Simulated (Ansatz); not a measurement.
Relaxed Hf (hcp, Mg type):

```
CELL_PARAMETERS angstrom
      3.20412     0.00000     0.00000
     -1.60206     2.77485     0.00000
      0.00000     0.00000     5.06894
ATOMIC_POSITIONS crystal
  Hf 0.33333 0.66667 0.75000
  Hf 0.66667 0.33333 0.25000
```

In each cell atom 1 (Hf, nearest neighbour Hf at 3.138 Å; its periodic images, 3.2 Å or more away, move with it) moves by s·(0.577, 0.577, 0.577) (along Cartesian [111]), the rest being held.

Method: PBE (plane waves to 420 eV, PAW, scalar-relativistic; Ansatz, a first-principles code). k mesh 13×13×8 (Γ-centred), Fermi-Dirac smearing 0.05 eV. The energy includes the smearing's −TS. Left out: 1 of 11 points, with atoms too close for the PAW data. With partly filled bands, energies and forces of such displacements shift with the k mesh and the smearing. Hf is run without spin polarisation. Hf was relaxed with its symmetry unable to fall. Spin-orbit coupling is left out, though Hf is heavy. The PAW data are Ansatz's earlier set. ΔE is measured from the undisplaced structure. The last digit holds for this mesh only.

| s (Å) | ΔE (meV/cell) |
|---|---|
| -0.504 | 407.5 |
| -0.378 | 213.1 |
| -0.252 | 88.0 |
| -0.126 | 20.3 |
| 0.000 | 0.0 |
| 0.126 | 19.8 |
| 0.252 | 84.4 |
| 0.378 | withheld |
| 0.504 | 371.6 |
| 0.630 | 604.6 |

Question: Fit a polynomial form (powers 2, 3, 4) to the given rows and predict ΔE at s = 0.378.

Answer: Least squares on the 9 given rows: ΔE = (1350)·s² + (-149.5)·s³ + (685.5)·s⁴, in meV/cell with s in Å; root-mean-square residual 2.03 meV/cell. At 0.378 the fit gives 198.8 meV/cell; the calculation gives 200.4 meV/cell, so the interpolation is off by -1.6 (-0.8 %). The quadratic term alone would give 192.9 meV/cell.

(For displaced atoms, the force is minus the slope of the energy, and its curvature is a force constant, which sets phonon frequencies.)
